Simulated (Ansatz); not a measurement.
**Equation of state of LaZn**

```
La Zn
1.0
     3.75000    0.00000    0.00000
     0.00000    3.75000    0.00000
     0.00000    0.00000    3.75000
La Zn
1 1
Direct
  0.50000 0.50000 0.50000
  0.00000 0.00000 0.00000
```

The cell comes from COD entry 9008827, which wasn't checked; take it as a given geometry.

Spin–orbit coupling is left out, though it moves levels of the heavy atoms by tenths of an eV or more.

Levels of theory: DFT, LDA, all-electron LAPW, scalar-relativistic (Ansatz 0.2.0); DFT, LDA, PAW with Ansatz's default frozen-core files, scalar-relativistic (Ansatz 0.2.0).

For LAPW: a Γ-centred 9×9×9 k mesh, Fermi–Dirac smearing of 0.05 eV, basis error target 1 meV/atom, no spin polarisation. PAW takes a cutoff of 420 eV at this cell (files made with PBE, cores remade for this functional). The Ansatz runs share mesh, smearing and spin set-up. Plane-wave (PAW) pressures include the program's estimate of the Pulay term.

The cell above is scaled evenly, with fractional coordinates and shape held.

```tsv
V/V(cell)	V (Å³/atom)	P, LAPW (GPa)	P, PAW (GPa)	free energy over the lowest listed, PAW (meV/atom)
0.9400	24.785	-1.14	-1.16	0.0
0.9600	25.313	-2.21	-2.23	5.6
0.9800	25.840	-3.16	-3.18	14.5
0.9900	26.104	-3.61	-3.62	20.1
1.0000	26.367	-4.02	-4.04	26.5
1.0100	26.631	?	?	?
1.0200	26.895	-4.80	-4.81	41.0
1.0400	27.422	-5.49	-5.50	58.0
1.0600	27.949	-6.11	-6.12	77.2
```

**Question.** Fill in the row V/V(cell) = 1.0100.

**Answer.** P, LAPW (GPa) = -4.42, P, PAW (GPa) = -4.44, free energy over the lowest listed, PAW (meV/atom) = 33.4.
